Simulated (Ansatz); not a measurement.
ZrPbO3 (cubic perovskite)

```yaml
crystal:
  lattice:
    - [4.10859, 0.00000, 0.00000]
    - [0.00000, 4.10859, 0.00000]
    - [0.00000, 0.00000, 4.10859]
  atoms:
    - { symbol: Zr, position: [0.00000, 0.00000, 0.00000] }
    - { symbol: Pb, position: [0.50000, 0.50000, 0.50000] }
    - { symbol: O, position: [0.50000, 0.00000, 0.00000] }
    - { symbol: O, position: [0.00000, 0.50000, 0.00000] }
    - { symbol: O, position: [0.00000, 0.00000, 0.50000] }
```

The slice is a {110} plane (indices of the conventional cell) through the point (0.000, 0.000, 0.000) (fractional), spanned by u = [100] and v = [011] in vectors of this cell: u (4.11 Å) and v (5.81 Å, at 90° to u). It covers one period; positions are fractions (u, v).

These are LDA (plane waves to 420 eV, PAW, scalar-relativistic; Ansatz, a quantum-chemistry and plane-wave program) values and carry that method's errors. k mesh 8×8×8. Near the nuclei the fields are pseudised (PAW); where an atom keeps semicore shells as valence, they peak there. Spin-orbit coupling is left out, though Pb is heavy. This is a high-temperature form of ZrPbO3. ZrPbO3 is run without spin polarisation. ZrPbO3 was relaxed with its symmetry unable to fall.

**Question.** What is the ELF at the density minimum of the shortest Zr–O line in this plane (2.05 Å)?

**Answer.** 0.2.

**Question.** What is the valence density on the shortest Zr–O line in this plane (2.05 Å), at its minimum between the atoms?

**Answer.** 0.73 e/Å³.

**Question.** Sketch the electrostatic potential energy of an electron, from the cell's mean on this plane as a map.

**Answer.** 
```
|xxxxxxxxxx  xxxxxxxxxxxxxxxxxx  xxxxxxxx|
|xxxxxxxx    ::xxxxxxxxxxxxxx::    xxxxxx|
|xxxxxxxx    ==xxxxxxxxxxxxxx==    xxxxxx|
|xxxx      --**##%%xxxxxx%%##**--      xx|
|        --++##%%@@@@@@@@@@%%##++--      |
|..::--==++**##%%%%%%%%%%%%%%##**++==--::|
|******########******++******########****|
|%%%%%%%%##**++==::......::==++**##%%%%%%|
|@@@@@@%%##++::              ::++##%%@@@@|
|@@@@@@##++::      xxxxxx      ::++##@@@@|
|@@@@%%##==    xxxxxxxxxxxxxx    ==##%%@@|
|@@@@%%**::    xxxxxxxxxxxxxx    ::**%%@@|
|@@@@##++..  xxxxxxxxxxxxxxxxxx  ..++##@@|
|@@%%##++    xxxxxxxxxxxxxxxxxx    ++##%%|
|@@@@##++..  xxxxxxxxxxxxxxxxxx  ..++##@@|
|@@@@%%**::    xxxxxxxxxxxxxx    ::**%%@@|
|@@@@%%##==    xxxxxxxxxxxxxx    ==##%%@@|
|@@@@@@##++::      xxxxxx      ::++##@@@@|
|@@@@@@%%##++::              ::++##%%@@@@|
|%%%%%%%%##**++==::......::==++**##%%%%%%|
|******########******++******########****|
|..::--==++**##%%%%%%%%%%%%%%##**++==--::|
|        --++##%%@@@@@@@@@@%%##++--      |
|xxxx      --**##%%xxxxxx%%##**--      xx|
|xxxxxxxx    ==xxxxxxxxxxxxxx==    xxxxxx|
|xxxxxxxx    ::xxxxxxxxxxxxxx::    xxxxxx|
|xxxxxxxxxx  xxxxxxxxxxxxxxxxxx  xxxxxxxx|
|xxxxxxxxxx  xxxxxxxxxxxxxxxxxx  xxxxxxxx|
```
Scale: ten equal steps from 1.00 (start of ' ') to 9.97 (end of '@'), in the order ' .:-=+*#%@'. Values: electrostatic potential energy of an electron, from the cell's mean, in eV. The map has 20 points along u (two characters each, u = 0 at the left) and 28 along v (v = 0 in the bottom row). Points within 0.9 Å of a nucleus are blanked (x), as the pseudised field means little there. Values under 1 eV are set to 1. The zero, the cell's mean, hangs on the PAW cores.
